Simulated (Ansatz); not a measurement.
Here is the system:

Ag$_{3}$Sn:
```
CELL_PARAMETERS angstrom
      3.01201     0.00000     0.00000
     -1.50601     2.60848     0.00000
      0.00000     0.00000     9.22079
ATOMIC_POSITIONS crystal
  Ag 0.00000 0.00000 0.50000
  Ag 0.66667 0.33333 0.26229
  Ag 0.66667 0.33333 0.73771
  Sn 0.00000 0.00000 0.00000
```

This is the LDA-relaxed structure.

**Question.** All from plane-wave PAW LDA (Ansatz code), unless another level is named. Predict the bulk modulus (Birch–Murnaghan fit).

**Answer.** 101 GPa.

**Question.** Give the highest zone-centre frequency.

**Answer.** 176 cm⁻¹.

Space group P-6m2. The first step of the workflow began from a Materials Project structure, measured or hypothetical; the Crystallography Open Database copy checked does not list it. COD files the formula under space group No. 59. With Ag and Sn taken as one species the cell has the higher symmetry P6_3/mmc, so it may be an ordered model of a mixed-site phase. Its standing as an ambient phase is unchecked. The cell was relaxed with LDA under the symmetry of its start; whether a distortion lowers the energy is not shown. The run is not spin-polarised. As this level gives no gap, phonon frequencies hold no LO–TO term and depend on the k-mesh and smearing (Fermi–Dirac, 0.1 eV here). Spin–orbit coupling is left out wherever it is not named.

Potentials: the later of the program's two PAW sets.
